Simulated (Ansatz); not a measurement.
A frame of Al7C6N7 from dynamics at 4000 K, with the forces (eV/Å) computed on a k mesh in the last three columns. Theory: DFT PBE, scalar-relativistic, plane waves, PAW (Ansatz 0.2.0).

Cutoff 420 eV; k points 4×4×4 on the computed 20-atom cell (Γ-centred); Fermi–Dirac smearing, width 0.34 eV; no spin polarisation.

```xyz
20
Lattice="5.898 0.205 -0.248 0.205 6.139 0.157 -0.248 0.157 6.082" Properties=species:S:1:pos:R:3:forces:R:3 pbc="T T T"
C     1.381    3.016    0.888   -5.340    2.420   -1.540
C     4.188    3.113    2.908   -0.080   -1.090   -0.900
C     2.369    5.714    5.666    0.060    0.140    0.740
C     1.559    1.270    3.353    0.900   -1.240   -1.780
C     0.245    4.688    2.789   -0.230   -0.640   -0.040
C     4.844    6.207    4.478   -2.040   -1.830    0.490
Al    1.938    5.043    1.318    1.520    0.710    0.740
Al    2.400    3.933    5.036    0.090    0.390   -1.410
Al    3.001    1.477    4.864    1.120   -2.910    0.790
Al    5.029    1.128    1.730    0.250    1.470    0.540
Al    5.230    3.948    0.672   -0.270   -2.450   -2.610
Al    2.989    2.438    1.328    0.110   -1.700    4.360
Al    0.784    6.018    4.571    3.030    1.390    0.640
N     5.203    5.434    1.711    2.290   -0.090    1.380
N     5.300    4.979    4.695   -2.150    2.870    2.220
N     1.360    4.325    3.292   -1.150    1.010   -1.410
N     1.339    1.889    0.199    1.000    0.520   -0.580
N     2.276    0.662    2.430   -0.290    1.130   -0.180
N     3.907    3.134    4.135   -1.040    0.160   -2.000
N     4.270    2.118    0.233    2.210   -0.260    0.540
```

Static pressure 6.6 GPa (no kinetic part), no gap on the mesh.

Counting as bonded all pairs within 1.2 times the summed covalent radii, but none from a metal cation to another cation:

| atom → neighbour | mean count | mean length (Å) | spread (Å) |
| --- | --- | --- | --- |
| Al → N | 2.29 | 2.03 | 0.16 |
| C → N | 1.00 | 1.31 | 0.04 |
| N → Al | 2.29 | 2.03 | 0.16 |
| N → C | 0.86 | 1.31 | 0.04 |

Angles between all pairs of such bonds at an atom (mean ± spread): 98 ± 20° at Al, 162 ± 0° at C, 106 ± 25° at N.

Spin polarisation was left out, and a magnetic state may lie lower.

Cost: 1 run of about 1 core-minutes, on Arm Neoverse V2 (shared hosts).